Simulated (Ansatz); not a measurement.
CrB4 in space group Pnnm (No. 58; Cr on 2a, B on 4g, B on 4g) under volume change, r²SCAN (plane waves, PAW; program Ansatz), shape and atoms relaxed at each volume.

```tsv
V (Å³/atom)	E − E(relaxed) (meV/atom)	P (GPa)
6.635	59.2	31.26
6.854	24.9	19.23
7.073	5.9	8.88
7.291	0.0	0.00
7.510	5.3	-7.61
7.729	20.3	-14.11
7.948	43.4	-19.58
```

Task: What does a third-order Birch–Murnaghan fit give for V₀, B₀ and B′?

Result: V₀ = 7.29 Å³/atom, B₀ = 273 GPa, B′ = 4.2.

The workflow started from a Materials Project entry (that database holds measured and hypothetical structures alike); the Crystallography Open Database copy checked does not list it. COD files the formula under space group No. 71. Its standing as an ambient phase is unchecked. The r²SCAN relaxation kept the symmetry of its start; its stability against distortions is not shown here. The run is not spin-polarised.

Potentials: the later of the program's two PAW sets.
